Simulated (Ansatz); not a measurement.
Each is relaxed and computed with plane-wave PAW PBEsol (Ansatz code). Which alone has a direct gap?
(A) CsPH2O4, P2_1 (Pearson symbol mP16)
(B) CsLiWO4, I-4 (Cs on 2a, Li on 2c, W on 2b, O on 8g)
(C) WO3, P2_1/c (W on 4e, O on 4e, O on 4e, O on 4e)
(D) Sr2CaWO6, I4/m (Pearson symbol tI20)

B, CsLiWO4, I-4 (Cs on 2a, Li on 2c, W on 2b, O on 8g). CsLiWO4: gap 4.85 eV (direct); WO3: gap 1.40 eV (indirect); CsPH2O4: gap 5.28 eV (indirect); Sr2CaWO6: gap 3.05 eV (indirect). Standing as an ambient phase not checked: CsLiWO4, I-4 (Cs on 2a, Li on 2c, W on 2b, O on 8g); WO3, P2_1/c (W on 4e, O on 4e, O on 4e, O on 4e); CsPH2O4, P2_1 (Pearson symbol mP16); Sr2CaWO6, I4/m (Pearson symbol tI20). All cells were relaxed under the symmetry of their starts (and spin orders); stability against distortions was not tested throughout. Rows with no word on spin ran without spin polarisation. Spin–orbit coupling is left out wherever it is not named.

Potentials: the later of the program's two PAW sets.
